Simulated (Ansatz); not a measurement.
## One run on MnHg (Pm-3m): Mn2 tilted by 30° from z and held

Level of theory: DFT, PBE, all-electron LAPW, scalar-relativistic in Ansatz.

Command: `ansatz run input.yaml --threads 2 --pin off --max-ram 6144MiB --backend cpu --events-out ev --progress --plain --runs-dir out`

```yaml
crystal:
  lattice:
    - [3.315, 3.315, 0.0]
    - [3.315, 0.0, 3.315]
    - [3.315, 0.0, -3.315]
  atoms:
    - { symbol: Mn, position: [0.5, 0.25, 0.75], spin: 3.8, spin_axis: [0.0, 0.0, 1.0] }
    - { symbol: Mn, position: [0.5, 0.75, 0.25], spin: 3.8, spin_axis: [0.5, 0.0, 0.8660254] }
    - { symbol: Hg, position: [0.0, 0.0, 0.0] }
    - { symbol: Hg, position: [0.0, 0.5, 0.5] }
magnetization:
  noncollinear: true
  spin_locking: { lock_directions: true }
kpoints:
  mp_grid: { grid: [9, 9, 9] }
scf:
  occupations: { method: fermi_dirac, width: 0.1 }
  max_iter: 150
  lower_state_search: "off"
hamiltonian:
  xc: pbe
  pseudopotentials: { kind: all_electron, lapw: { basis_error: 0.001 } }
output:
  eigenvalues: false
```

Output:

```
settings of this run that can trade accuracy for cost: output.eigenvalues: false. Do not mix this run's numbers with those of runs without the same settings; the input reference describes each key
LAPW: plane waves up to 7.831 Å⁻¹, error target 1.0e-3 eV per atom; small_component_spin mean_spin; Mn in spheres of 1.389 Å, 15 of its electrons in bands, Dirac shells []; Hg in spheres of 1.482 Å, 34 of its electrons in bands, Dirac shells [] (how accurate: hamiltonian.pseudopotentials.lapw.basis_error, Limitations)
Engine: ansatz 0.2.0
Pseudopotentials: kind: all_electron
Pseudopotential: Mn, LAPW, valence charge 15, lapw/all_electron/scalar/gaussian/Mn, Koelling and Harmon's equation, gaussian nucleus
Pseudopotential: Hg, LAPW, valence charge 34, lapw/all_electron/scalar/gaussian/Hg, Koelling and Harmon's equation, gaussian nucleus
Functional definition: PBE
  parameter kappa = 0.804
  parameter beta = 0.06672455060314922
  exchange = pbe_x(kappa = kappa, mu = beta*pi^2/3)
  correlation = pbe_c(beta = beta)
Crystal: 4 atoms, lattice volume = 72.859 Å³
Basis set: ecut = 233.64934405777765 eV, 609 PW (Γ), exchange–correlation at level 2
Bands: 118, of which v1, the nominal top of the filled ones, is band 98 counted from 1 (97 counted from 0)
Symmetry: 96 space group operations + 96 with time reversal
Moments: of one size on atoms that these operations exchange, one fixing the others by the rotation that the starting moments gave each, and all in one plane where the starting moments lie in one or along one axis (crystal.symmetry.detect: false holds none)
k-points: 35 of 729
Non-local potential: Mn, projectors of the file, none
Non-local potential: Hg, projectors of the file, none
Initial density: superposition of atomic densities (chi_scale 0.1, normalization cell)
Starting moments: Σ|m| = 7.6 μB on 2 of 4 sites
Initial wavefunctions: plane waves of lowest kinetic energy (no species holds an atomic orbital)
Functional: x = pbe(κ = 0.804, μ = 0.2195149727645171), c = pbe(β = 0.06672455060314922)
iter 1 solved again at ethr=3.20e-3 eV; its pass at ethr=1.00e-1 eV (dr2=3.13e0 eV) is discarded
SCF iter   1: F=-1130704.701688 eV  HF=-1130716.673644 eV  |F-HF|=1.20e1  |Δ(HF+E_count)|=         —  Δρ=4.58e-2  dr2=3.13e0  dr2_m=1.72e-2  ethr=3.20e-3  |M|=6.64e0 ∫|m|=7.25e0 μB  β_m=0.30  ⟨swp⟩=2.0  Hψ=25690  notcnv=0
[...]
the basis was enlarged: its passes take 2.9 MiB over the memory plan, 2 of 2 planned eigensolver slots
[...]
Constraint outer step 1 at iter 13: max|Δm| = 1.04e-2 μB  λ_eff = 1.000 eV/μB²  [c0 t0: gradient δμ = -2.078e-2 eV/μB]
[...]
Magnetization: |M| = 7.4855 μB,  M = (+1.9374, +0.0000, +7.2304) μB
Absolute magnetization: 8.2905 μB (∫|m|)
  site 0: m = (+0.0001, -0.0000, +3.8532) μB, |m| = 3.8532 μB  (R = 1.18 Å)
  site 1: m = (+1.9265, +0.0000, +3.3370) μB, |m| = 3.8532 μB  (R = 1.18 Å)
  site 2: m = (-0.0068, +0.0000, -0.0253) μB, |m| = 0.0262 μB  (R = 1.18 Å)
  site 3: m = (-0.0068, -0.0000, -0.0253) μB, |m| = 0.0262 μB  (R = 1.18 Å)
--- Magnetisation constraints (ε_frz = 1.0e-4 eV) ---
  site  kind           target                            achieved (μB)             |Δ|max (μB)  g (eV/μB)                     λ_eff  esc  ok   flags
  0     per_site_axis  ê (+0.000, +0.000, +1.000) ≥0.00  (+0.000, +0.000, +3.853)  1.06e-4      (-2.1e-2, +2.8e-45, +0.0e0)   1.000  0    yes
  1     per_site_axis  ê (+0.500, +0.000, +0.866) ≥0.00  (+1.926, -0.000, +3.337)  9.15e-5      (+1.8e-2, -2.8e-45, -1.0e-2)  1.000  0    yes
Free energy (F): -1130714.673101 eV
Harris-Foulkes:  -1130714.673101 eV  (|F-HF|=9.08e-9)
Internal energy: -1130714.576601 eV  (E = F + TS)
E sigma→0 (E₀):  -1130714.624851 eV
Entropy (-TS):   -0.096501 eV (-24.125 meV/atom)
Fermi energy:    18.376747 eV
--- Per-component energies (eV) ---
  E_band       = -3144.951891
  E_kinetic    = 1285317.070332
  E_xc         = -23121.791634
  E_constr_dc  = -0.000004  (∫m·b dr)
  E_electrostatic = -2392909.855298  (all electrons and nuclei)
  E_smearing   = -0.096501  (= −TS)
  E_closure    = -0.000000  (closes the sum)
  E_penalty    = -0.000004  (constraint; not in F)
  E_atoms      = -1130696.817462  (free atoms, spherical and without spin; not in F)
  Σ components = -1130714.673101   (vs F -1130714.673101, Δ=0.00e0)
  Basis errors (estimates in eV, not in F): energy 3.2e-4 per atom: plane waves 2.5e-4 (1.3e-4 summed), levels above the bands 1.2e-26, relativity 3.7e-8, radial functions 6.8e-5, core shells 1.2e-6; eigenvalues (radial functions only) 1.5e-6; not estimated: angular momenta, meshes, grids; target (lapw.basis_error) 1.0e-3; muffin-tin radii Mn 1.389 Å, Hg 1.482 Å
settings of this run that can trade accuracy for cost: output.eigenvalues: false. Do not mix this run's numbers with those of runs without the same settings; the input reference describes each key
```

Site moments (μB): Mn1 (0.00, 0.00, 3.85); Mn2 (1.93, 0.00, 3.34); Hg3 (-0.01, 0.00, -0.03); Hg4 (-0.01, 0.00, -0.03). Cell moment 7.49 μB.

The Ansatz runs typed with the search for lower states off end where their start leads. Spin–orbit coupling is left out although heavy atoms are present. The magnetic state is the one that this cell and start allow. It needn't be the compound's measured order, which may need a larger cell or be absent.

It took 6.4 min on 2 threads of Arm Neoverse V2 (shared host), peak memory 1.4 GiB.
